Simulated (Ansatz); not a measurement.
SbIrS:
```
SbIrS
1.0
    6.02360     0.00000     0.00000
    0.00000     6.02360     0.00000
    0.00000     0.00000     6.02360
Sb Ir S
4 4 4
Direct
  0.37601   0.37601   0.37601
  0.12399   0.62399   0.87601
  0.87601   0.12399   0.62399
  0.62399   0.87601   0.12399
  0.98448   0.51552   0.48448
  0.51552   0.48448   0.98448
  0.48448   0.98448   0.51552
  0.01552   0.01552   0.01552
  0.38311   0.11689   0.88311
  0.11689   0.88311   0.38311
  0.88311   0.38311   0.11689
  0.61689   0.61689   0.61689
```

Relaxed with PBEsol.

Task: Map the valence electron density (e/Å³), cut off at 1 on the plane through (0.376, 0.376, 0.376) spanned by u = [1, 0, 0] and v = [0, 1, 1] in lattice vectors, from DFT-PBEsol in the program Ansatz with PAW potentials.

Result: x is the fraction of u, y of v (the angle between them is 90°; rows are the nearest grid lines); atoms in the plane: Sb at (0.00, 0.00), Ir at (0.64, 0.64), S at (0.24, 0.24).
```
y \ x   0.000  0.100  0.167  0.267  0.367  0.467  0.533  0.633  0.733  0.833  0.900   1.00
------  -----  -----  -----  -----  -----  -----  -----  -----  -----  -----  -----  -----
1.00     1.00   1.00  0.474  0.093  0.097  0.277  0.475  0.620  0.376  0.612   1.00   1.00
0.925    1.00  0.794  0.289  0.081  0.103  0.246  0.287  0.185  0.124  0.264  0.756   1.00
0.850   0.211  0.175  0.114  0.064  0.109  0.264  0.306  0.184  0.088  0.082  0.126  0.211
0.775   0.091  0.100  0.092  0.082  0.112  0.235  0.349  0.451  0.285  0.114  0.083  0.091
0.700   0.279  0.293  0.265  0.233  0.229  0.479   1.00   1.00   1.00  0.326  0.230  0.279
0.625   0.552  0.570  0.492  0.420  0.348  0.722   1.00   1.00   1.00  0.482  0.383  0.552
0.550   0.285  0.304  0.273  0.237  0.211  0.341  0.871   1.00   1.00  0.281  0.222  0.285
0.450   0.072  0.078  0.083  0.077  0.061  0.081  0.134  0.271  0.330  0.194  0.111  0.072
0.375   0.080  0.148  0.247  0.281  0.127  0.067  0.096  0.241  0.386  0.241  0.125  0.080
0.300   0.106  0.480   1.00   1.00  0.593  0.178  0.183  0.316  0.348  0.191  0.103  0.106
0.225   0.133  0.711   1.00  0.359   1.00  0.464  0.867   1.00  0.534  0.181  0.099  0.133
0.150   0.264  0.535  0.855  0.881  0.551   1.00   1.00   1.00   1.00  0.321  0.228  0.264
0.0750   1.00  0.819  0.392  0.185  0.190  0.982   1.00   1.00   1.00  0.557  0.861   1.00
0.000    1.00   1.00  0.474  0.093  0.097  0.277  0.475  0.620  0.376  0.612   1.00   1.00
```

The density is the valence pseudo-density with augmentation charge, so density and ELF within about 1 Å of a nucleus are not all-electron values.

Space group P2_13. The workflow started from a Materials Project entry (that database holds measured and hypothetical structures alike); the Crystallography Open Database copy checked does not list it. COD files the formula under space group No. 29, so this cell is another polymorph or a model. Whether it is the stable phase at ambient conditions was not checked. The PBEsol relaxation kept the symmetry of its start; its stability against distortions is not shown here. No spin polarisation was allowed. Spin–orbit coupling is left out wherever it is not named.

Potentials: the later of the program's two PAW sets.
